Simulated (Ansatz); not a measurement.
SiRh in space group Pnma (No. 62; Si on 4c, Rh on 4c) at seven volumes, the program Ansatz at the PBEsol level (PAW), shape and atoms relaxed at each. One row is withheld.

```json
[
 {"V (Å³/atom)": "12.281", "P (GPa)": "23.84"},
 {"V (Å³/atom)": "12.686", "P (GPa)": "14.61"},
 {"V (Å³/atom)": "13.091", "P (GPa)": "6.85"},
 {"V (Å³/atom)": "13.496", "P (GPa)": "0.00"},
 {"V (Å³/atom)": "13.901", "P (GPa)": "-5.77"},
 {"V (Å³/atom)": "14.306", "P (GPa)": "-10.63"},
 {"V (Å³/atom)": "14.711", "P (GPa)": "?"}
]
```

### Question
Fit the shown pressures and predict the withheld one.

### Answer
Third-order Birch–Murnaghan: P = (3/2)B₀(x^(7/2) − x^(5/2))[1 + (3/4)(B′ − 4)(x − 1)] with x = (V₀/V)^(2/3). Least squares on the six rows gives V₀ = 13.499 Å³/atom, B₀ = 207.1 GPa, B′ = 4.16. At V = 14.711, x = 0.9443 and P = -14.90 GPa. The run itself gave -14.59 GPa.

The workflow started from a Materials Project entry (that database holds measured and hypothetical structures alike); the Crystallography Open Database copy checked does not list it. COD files the formula under space group No. 14. Whether it is the stable phase at ambient conditions was not checked. The PBEsol relaxation kept the symmetry of its start; whether a distortion lowers the energy is not shown. The run is not spin-polarised.

Potentials: the earlier of the program's two PAW sets. The files were generated under PBE; for other functionals the program regenerates the frozen cores, and for LDA and PBEsol the local potential too.
